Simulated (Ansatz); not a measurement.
SrTe:
```xyz
2
Lattice="0.0000 3.3035 3.3035 3.3035 0.0000 3.3035 3.3035 3.3035 0.0000" Properties=species:S:1:pos:R:3 pbc="T T T"
Sr     0.0000     0.0000     0.0000
Te     3.3035     3.3035     3.3035
```

PBEsol in the plane-wave PAW code Ansatz gives a gap of 1.57 eV without spin–orbit coupling, maximum at Γ, minimum at X.

### Question
What happens when spin–orbit coupling is switched on?

### Answer
The gap drops by 0.29 eV, to 1.28 eV; maximum at Γ, minimum at X.

### Question
How large is the spin–orbit splitting of the valence top at Γ?

### Answer
The fourfold level lies 0.89 eV above the split-off pair.

### Question
Give the electron effective mass with spin–orbit coupling.

### Answer
0.24, 0.24, 1.3 mₑ (principal values).

### Question
Give the hole effective mass with spin–orbit coupling, band 1 of 2 at the edge.

### Answer
0.77 along [100], 0.57 along [110], 0.52 along [111] (mₑ).

### Question
Give the hole effective mass with spin–orbit coupling, band 2 of 2 at the edge.

### Answer
0.18 along [100], 0.19 along [110], 0.20 along [111] (mₑ).

Space group Fm-3m (rock salt). Symmetry was held in the PBEsol relaxation.

Potentials: the later of the program's two PAW sets.
